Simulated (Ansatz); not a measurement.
**MnS: input and output of an SCF run**

The cell (4 atoms) is MnS as a measured crystal structure (space group Fm-3m, primitive cell doubled). Source: COD entry 1011351; it may be a high-temperature, high-pressure or metastable form.

These are results of DFT, PBE+U, PAW, plane waves, scalar-relativistic (Ansatz development build ahead of 0.2.0), not measurements.

The input:

```yaml
crystal:
  lattice:
    - [-2.62, -2.62, -5.24]
    - [2.62, -2.62, 0.0]
    - [-2.62, -2.62, 0.0]
  atoms:
    - { symbol: Mn, position: [0.0, 0.0, 0.0], spin: 4.5 }
    - { symbol: Mn, position: [0.5, 0.5, 0.0], spin: -4.5 }
    - { symbol: S, position: [0.0, 0.5, 0.5] }
    - { symbol: S, position: [0.5, 0.0, 0.5] }
magnetization:
  spin_polarized: true
hamiltonian:
  xc: pbe
  pseudopotentials: { kind: paw }
  hubbard: { sites: [{ species: Mn, l: d, u_eff: 3.1 }] }
basis:
  ecutwfc: 420
kpoints:
  mp_grid: { grid: [4, 5, 6] }
scf:
  occupations: { method: gaussian, width: 0.03 }
  lower_state_search: standard
output:
  forces: true
  stress: true
```

Program output, abridged:

```
Warning: crystal.symmetry: narrowed to the stabiliser of the k-point mesh — unitary ops 16 → 4, anti-unitary 16 → 4; excluded 24 operations that carry a point of the 4×5×6 mesh (shift [0, 0, 0]) off the mesh (the run samples exactly the mesh kpoints.mp_grid names, as under crystal.symmetry.detect: false, and its converged state has the mesh's symmetry, not the crystal's; [...]
Mn: projections on atomic orbitals take those of the free atom [Ne] 3s2 3p6 3d5 4s2, of charge +0.00 (hamiltonian.pseudopotentials.projection_atoms); the dataset's partial waves leave at most 9.0e-7 of an orbital's norm unspanned inside its sphere
S: projections on atomic orbitals take those of the free atom [Ne] 3s2 3p4, of charge +0.00 (hamiltonian.pseudopotentials.projection_atoms); the dataset's partial waves leave at most 1.6e-7 of an orbital's norm unspanned inside its sphere
the run goes by scf.lower_state_search standard: where its kind and settings allow, a search for a lower-energy state can add stability tests and further SCF calculations, which can take several times, in some runs tens of times, as long as the SCF (see the manual's entry of the key); [...]
Pseudopotentials: kind: paw
Pseudopotential: Mn, paw, valence charge 15, recommended cutoff 420 eV (normal), Mn.paw.azcp
Pseudopotential: S, paw, valence charge 6, recommended cutoff 420 eV (normal), S.paw.azcp
Functional definition: PBE
Crystal: 4 atoms, lattice volume = 71.939 Å³
Basis set: ecut = 420 eV, 1417 PW (Γ), exchange–correlation on 90×50×50 points (8 copies of the dense FFT grid, shifted against one another)
Bands: 31, of which v1, the nominal top of the filled ones, is band 21 counted from 1 (20 counted from 0)
Symmetry: 4 space group operations
k-points: 42 of 120
Non-local potential: Mn, projectors of the file, l = 0: 3, l = 1: 2, l = 2: 3, l = 3: 1
Non-local potential: S, projectors of the file, l = 0: 2, l = 1: 2, l = 2: 2
Initial density: superposition of atomic densities (chi_scale 0.1, normalization cell, long waves kept (reshape's long-wave potential 0.00 eV rms))
Starting moments: Σ|m| = 9 μB on 2 of 4 sites
Initial wavefunctions: pseudopotential atomic-orbital guess
Functional: x = pbe(κ = 0.804, μ = 0.2195149727645171), c = pbe(β = 0.06672455060314922)
the translation (0.5, 0.5, 0) carries every atom to within crystal.symmetry.tolerance of an atom of its element with the starting moment reversed, but both spin channels are solved: the dense FFT box has an odd point count along it
SCF iter   1: F=—  HF=-9602.587925 eV  |F-HF|=—  |Δ(HF+E_count)|=         —  Δρ=4.88e-2 (↑4.88e-2 ↓4.88e-2)  dr2=4.33e0  dr2_m=3.26e-1  M=-0.000 μB ∫|m|=9.380 μB  β_m=1.00  ethr=3.10e-3  ⟨swp⟩=4.1  Hψ=9654  notcnv=0
preconditioner: auto → Resta (q_TF=auto, 2.494 Å⁻¹)  ε∞=7.0  [insulator: Δε(μ)=0.160 eV  Ē_g=9.102 eV  σ=0.030 eV  W_gap=1.00  n_scr=20 (ndim 8)  ℏωp=22.3 eV  f_vac=0.000  D(μ)=0.00/eV (n_scr^D=0)  ε∞_Penn≈7.0]
spin=Collinear: Resta preconditioning applied to the charge; magnetization (m = ρ↑ − ρ↓) channel mixes plain (no charge-response kernel on spin).
SCF iter   2: F=—  HF=-9602.227744 eV  |F-HF|=—  |Δ(HF+E_count)|=   3.60e-1  Δρ=1.84e-2 (↑1.84e-2 ↓1.84e-2)  dr2=6.30e-1  dr2_m=5.28e-2  M=0.000 μB ∫|m|=9.573 μB  β_m=1.00  ethr=3.10e-3  ⟨swp⟩=2.8  Hψ=5546  notcnv=0  defer=310
SCF iter   3: F=—  HF=-9602.289926 eV  |F-HF|=—  |Δ(HF+E_count)|=   6.22e-2  Δρ=7.05e-3 (↑7.05e-3 ↓7.05e-3)  dr2=1.10e-1  dr2_m=3.77e-3  M=0.000 μB ∫|m|=9.630 μB  β_m=1.00  ethr=1.50e-3  ⟨swp⟩=2.5  Hψ=4164  notcnv=0  defer=300
SCF iter   4: F=—  HF=-9602.405523 eV  |F-HF|=—  |Δ(HF+E_count)|=   1.16e-1  Δρ=3.40e-3 (↑3.40e-3 ↓3.40e-3)  dr2=1.83e-2  dr2_m=1.27e-3  M=0.000 μB ∫|m|=9.660 μB  β_m=1.00  ethr=2.61e-4  ⟨swp⟩=2.5  Hψ=5093  notcnv=0  defer=250
SCF iter   5: F=—  HF=-9602.469167 eV  |F-HF|=—  |Δ(HF+E_count)|=   6.36e-2  Δρ=1.21e-3 (↑1.20e-3 ↓1.21e-3)  dr2=2.38e-3  dr2_m=1.43e-4  M=0.000 μB ∫|m|=9.667 μB  β_m=0.30  ethr=4.36e-5  ⟨swp⟩=2.0  Hψ=3868  notcnv=0  defer=250
Mixer restart at iter 5: flushing history
spin-set hold released at iteration 5 (site moments contracting): the magnetisation degrees of freedom join the quasi-Newton model from the next iteration; the mixer history was flushed
SCF iter   6: F=—  HF=-9602.492299 eV  |F-HF|=—  |Δ(HF+E_count)|=   2.31e-2  Δρ=9.41e-4 (↑9.41e-4 ↓9.39e-4)  dr2=1.57e-3  dr2_m=6.40e-5  M=0.000 μB ∫|m|=9.668 μB  β_m=0.65  ethr=5.66e-6  ⟨swp⟩=2.0  Hψ=2984  notcnv=0  defer=250
SCF iter   7: F=—  HF=-9602.515268 eV  |F-HF|=—  |Δ(HF+E_count)|=   2.30e-2  Δρ=2.98e-4 (↑2.77e-4 ↓2.98e-4)  dr2=1.38e-4  dr2_m=1.07e-5  M=0.000 μB ∫|m|=9.668 μB  β_m=0.61  ethr=3.74e-6  ⟨swp⟩=2.0  Hψ=4673  notcnv=0  defer=250
SCF iter   8: F=—  HF=-9602.515303 eV  |F-HF|=—  |Δ(HF+E_count)|=   3.48e-5  Δρ=1.06e-4 (↑1.06e-4 ↓1.04e-4)  dr2=2.98e-5  dr2_m=9.55e-7  M=0.000 μB ∫|m|=9.668 μB  β_m=0.81  ethr=3.28e-7  ⟨swp⟩=2.0  Hψ=3982  notcnv=0  defer=250
SCF iter   9: F=—  HF=-9602.515339 eV  |F-HF|=—  |Δ(HF+E_count)|=   3.65e-5  Δρ=6.31e-5 (↑5.65e-5 ↓6.31e-5)  dr2=9.91e-6  dr2_m=1.35e-7  M=0.000 μB ∫|m|=9.668 μB  β_m=0.90  ethr=7.11e-8  ⟨swp⟩=2.1  Hψ=3401  notcnv=0  defer=250
SCF iter  10: F=—  HF=-9602.515345 eV  |F-HF|=—  |Δ(HF+E_count)|=   5.73e-6  Δρ=1.96e-5 (↑1.47e-5 ↓1.96e-5)  dr2=5.25e-7  dr2_m=2.28e-8  M=0.000 μB ∫|m|=9.668 μB  β_m=0.95  ethr=2.36e-8  ⟨swp⟩=2.0  Hψ=3345  notcnv=0  defer=250
SCF iter  11: F=-9602.515345 eV  HF=-9602.515345 eV  |F-HF|=3.79e-8  |Δ(HF+E_count)|=   2.27e-7  Δρ=8.02e-6 (↑8.02e-6 ↓4.62e-6)  dr2=6.87e-8  dr2_m=4.42e-9  M=0.000 μB ∫|m|=9.668 μB  ethr=2.38e-10  ⟨swp⟩=4.0  Hψ=7871  notcnv=0
SCF 1 converged in 11 iterations: F = -9602.515345 eV  dr2 = 6.87e-8
  greatest PAW one-centre occupation: 1.003 electrons in one spin orbital (limit 2), on the Mn atom at site 0 (counted from 0), in its partial waves of l = 1
SCF converged after 11 iterations
Magnetization: 0.0000 μB (21.0000 up, 21.0000 down)
Absolute magnetization: 9.6681 μB (∫|ρ↑−ρ↓|, with the PAW one-centre terms)
Spin contamination: 4.9872 ħ² per cell (⟨S²⟩ above its minimum at these occupations)
Per-site moments (μB) at R_I (Å): [(4.4634, 1.0807), (-4.4634, 1.0807), (0.0418, 1.0807), (-0.0419, 1.0807)]
Free energy (F): -9602.515345 eV
Harris-Foulkes:  -9602.515345 eV  (|F-HF|=3.79e-8)
Internal energy: -9602.515345 eV  (E = F + TS)
E sigma→0 (E₀):  -9602.515345 eV
Fermi energy:    10.483829 eV
--- Per-component energies (eV) ---
  E_band       = -625.071585
  E_kinetic    = 809.653998
  E_local      = -4938.885275  (includes V_loc(G=0)·N_el)
  E_nonlocal   = 563.343320
  E_hartree    = 2020.959447
  E_xc         = -415.937617
  E_vxc        = -458.242569  (∫ρ·V_xc dr)
  E_hubbard    = 0.952682  (on-site DFT+U / exact-exchange correction)
  E_vhub       = -14.455612  (the Hubbard potential's part of the band-sum identity)
  E_paw        = -3815.151603  (= ΣΔE_a)
  E_vpaw       = -628.409567  (= ΣTr[D̂ρ^β])
  E_aug_tail   = -0.000016  (compensation charges beyond the density's cutoff)
  E_ewald      = -3827.450282
  E_smearing   = -0.000000  (= −TS)
  E_closure    = -0.000000  (closes the sum)
  Σ components = -9602.515345   (vs F -9602.515345, Δ=0.00e0)
--- Forces (eV/Å), atoms counted from 1 ---
  atom   1  Mn    -0.00000000     0.00000000     0.00000000
  atom   2  Mn     0.00000000    -0.00000000     0.00000000
  atom   3  S     -0.00000000    -0.00000000     0.00000000
  atom   4  S     -0.00000000    -0.00000000     0.00000000
  max |Σ_I F_I| component: 7.97e-29 eV/Å
--- Stress (GPa, compression-positive) ---
        1.820799      -0.018059       0.000307
       -0.018059       1.820799       0.000307
        0.000307       0.000307       1.735786
  P = ⅓ Tr σ = 1.7925 GPa (17.925 kbar)
```

Among 17 converged runs of this cell from various starts and settings, this end is the lowest found.

A static U favours moments and orbital order; the result depends on U and need not be the measured state. The mesh has less symmetry than the lattice, which lowers the symmetry of the run.

The run took 2.9 s on 2 threads of AMD EPYC 9R45 96-Core Processor, with other jobs on the host, peak memory 0.57 GiB.
